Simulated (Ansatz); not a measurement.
An Ansatz input:

```yaml
crystal:
  lattice:
    - [-3.7051874971, 3.7046887822, 2.0132590943]
    - [3.7046887822, -3.7051874971, 2.0132590943]
    - [3.7066760167, 3.7066760167, -2.0141724916]
  atoms:
    - { symbol: Ba, position: [1.71258e-05, 0.9999828742, 0.0] }
    - { symbol: Ba, position: [0.7499828742, 0.2500171258, 0.5] }
hamiltonian:
  xc: r2scan
  pseudopotentials:
    kind: paw
    azcp:
      Ba: "pseudopotentials/Ba.paw.azcp"
basis:
  ecutwfc: 500
  fft_grid_basis: typed
kpoints:
  mp_grid: { grid: [10, 10, 7], shift: [0, 0, 0] }
magnetization:
  spin_polarized: false
scf:
  occupations: { method: fermi_dirac, width: 0.1 }
  lower_state_search: "off"
output:
  stress: true
```

Output

```
Engine: ansatz 0.2.0, x86_64-unknown-linux-gnu
Pseudopotentials: kind: paw
Pseudopotential: Ba, paw, valence charge 10, recommended cutoff 500 eV (meta_gga) 
Functional definition: r2SCAN
  parameter k0 = 0.174
  parameter k1 = 0.065
  parameter a1 = 4.9479
  exchange = r2scan_x(k0 = k0, k1 = k1, a1 = a1)
  correlation = r2scan_c
Crystal: 2 atoms, lattice volume = 110.585 Å³
Basis set: ecut = 500 eV, 2795 PW (Γ), exchange–correlation on 180×180×180 points (64 copies of the dense FFT grid, shifted against one another)
Bands: 14, of which v1, the nominal top of the filled ones, is band 10 counted from 1 (9 counted from 0)
Symmetry: 4 space group operations
Space group: C2/c (ITA 15), of the structure as read, at distance tolerance 4.8e-5 Å
k-points: 196 of 700
Non-local potential: Ba, projectors of the file, l = 0: 3, l = 1: 2, l = 2: 2, l = 3: 2
PAW form: soft (Blöchl's): semilocal exchange-correlation on the pseudo side does not see the compensation charge
PAW frozen core: Ba, regenerated for the run's functional (the file was generated under x = pbe(κ = 0.804, μ = 0.2195149727645171), c = pbe(β = 0.06672455060314922))
PAW one-centre angular grid: Ba, 302 points (default); XC on 160 Gauss nodes
Initial density: superposition of atomic densities (neutral atoms: chi_scale 0, normalization atom), corrected by the library's trained network
Initial wavefunctions: pseudopotential atomic-orbital guess
Functional: x = r2scan, c = r2scan; τ floored in thin density (d = 2e-4 eV/Å³)
SCF iter   1: F=-11928.647963 eV  HF=-11928.544646 eV  |F-HF|=1.03e-1  |Δ(HF+E_count)|=         —  Δρ=4.33e-3  dr2=4.41e-2  dr2_τ=3.20e-3  ethr=1.77e-3  ⟨swp⟩=6.3  Hψ=18888  notcnv=0
SCF iter   2: F=-11928.660423 eV  HF=-11928.669598 eV  |F-HF|=9.18e-3  |Δ(HF+E_count)|=   1.25e-1  Δρ=3.04e-3  dr2=2.50e-2  dr2_τ=3.21e-4  ethr=2.21e-4  ⟨swp⟩=2.0  Hψ=7443  notcnv=0
SCF iter   3: F=-11928.665015 eV  HF=-11928.664475 eV  |F-HF|=5.40e-4  |Δ(HF+E_count)|=   5.12e-3  Δρ=6.90e-4  dr2=1.16e-3  dr2_τ=6.80e-5  ethr=1.25e-4  ⟨swp⟩=2.2  Hψ=5894  notcnv=0
SCF iter   4: F=-11928.665140 eV  HF=-11928.665184 eV  |F-HF|=4.42e-5  |Δ(HF+E_count)|=   7.10e-4  Δρ=2.57e-4  dr2=1.89e-4  dr2_τ=1.74e-6  ethr=5.78e-6  ⟨swp⟩=3.0  Hψ=5738  notcnv=0
SCF iter   5: F=-11928.665159 eV  HF=-11928.665158 eV  |F-HF|=7.11e-7  |Δ(HF+E_count)|=   2.60e-5  Δρ=2.87e-5  dr2=1.56e-6  dr2_τ=1.91e-7  ethr=9.43e-7  ⟨swp⟩=3.0  Hψ=5177  notcnv=0
SCF iter   6: F=-11928.665163 eV  HF=-11928.665163 eV  |F-HF|=3.45e-8  |Δ(HF+E_count)|=   4.37e-6  Δρ=9.98e-6  dr2=2.65e-7  dr2_τ=1.94e-9  ethr=7.80e-9  ⟨swp⟩=2.0  Hψ=4950  notcnv=0
SCF iter   7: F=-11928.665163 eV  HF=-11928.665163 eV  |F-HF|=1.72e-9  |Δ(HF+E_count)|=   5.79e-8  Δρ=3.17e-6  dr2=2.17e-8  dr2_τ=1.76e-10  ethr=5.00e-10  ⟨swp⟩=4.2  Hψ=9711  notcnv=0
SCF 1 converged in 7 iterations: F = -11928.665163 eV  dr2 = 2.17e-8
SCF converged after 7 iterations
Free energy (F): -11928.665163 eV
Harris-Foulkes:  -11928.665163 eV  (|F-HF|=1.72e-9)
Internal energy: -11928.604998 eV  (E = F + TS)
E sigma→0 (E₀):  -11928.635080 eV
Entropy (-TS):   -0.060165 eV (-30.082 meV/atom)
Fermi energy:    6.875459 eV
--- Per-component energies (eV) ---
  E_band       = -160.009590
  E_kinetic    = 334.883200
  E_local      = -701.924604  (includes V_loc(G=0)·N_el)
  E_nonlocal   = 112.016724
  E_hartree    = 221.381252
  E_xc         = -311.433177
  E_vxc        = -291.361173  (∫ρ·V_xc dr)
  E_paw        = -10503.320345  (= ΣΔE_a)
  E_vpaw       = -70.730227  (= ΣTr[D̂ρ^β])
  E_aug_tail   = -0.000002  (compensation charges beyond the density's cutoff)
  E_vtau       = 14.345741  (kinetic-family band-sum trace: ∫τ·v_τ [+ j·A + Jᵃ·Aᵃ] dr)
  E_ewald      = -1080.348878
  E_core_change = 0.140832  (= ΣΔE_core)
  E_smearing   = -0.060165  (= −TS)
  E_closure    = -0.000000  (closes the sum)
  Σ components = -11928.665163   (vs F -11928.665163, Δ=0.00e0)
--- Stress (GPa, compression-positive) ---
        0.729337      -0.000024       0.000794
       -0.000024       0.729337       0.000794
        0.000794       0.000794       0.738114
  P = ⅓ Tr σ = 0.7323 GPa (7.323 kbar)
```

Launched by

```sh
ansatz run input.yaml --threads 1 --pin off --max-ram 3584MiB --backend cpu --events-out ev --progress --plain --runs-dir out
```

On 1 thread of Intel(R) Xeon(R) Platinum 8259CL CPU @ 2.50GHz (Skylake/Cascade Lake) (shared host) this took about 73 s of wall time and 72 s of CPU time.
